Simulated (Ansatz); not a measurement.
**AlGaN2 (P-4m2), zone-centre modes**

Level of theory: DFT r2SCAN, scalar-relativistic, plane waves, PAW in Ansatz 0.2.0. Settings: plane waves to 500 eV, k-mesh 8×8×6 (Γ-centred), Gaussian smearing 0.05 eV. No spin polarisation.

The starting cell (as given, not relaxed at this level, and it needn't be the usual structure):

```
Al Ga N
1.0
     3.14088    0.00000    0.00000
     0.00000    3.14088    0.00000
     0.00000    0.00000    4.42384
Al Ga N
1 1 2
Direct
  0.50000 0.50000 0.50000
  0.00000 0.00000 0.00000
  0.50000 0.00000 0.73826
  0.00000 0.50000 0.26174
```

Harmonic modes by finite displacements of 0.02 Å, without the LO–TO term.

(1) At this geometry, is the structure stable against these modes?

(2) List the wavenumbers in cm⁻¹.

Answers

(1) Yes: no mode is imaginary beyond 10 cm⁻¹, and only the three translations lie near zero.

(2) 0, 0, 0, 263, 263, 444, 578, 578, 627, 678, 678, 707.

Cost: 1 run of about 1.2 core-minutes, on Intel Xeon 6975P-C (Granite Rapids) (shared hosts).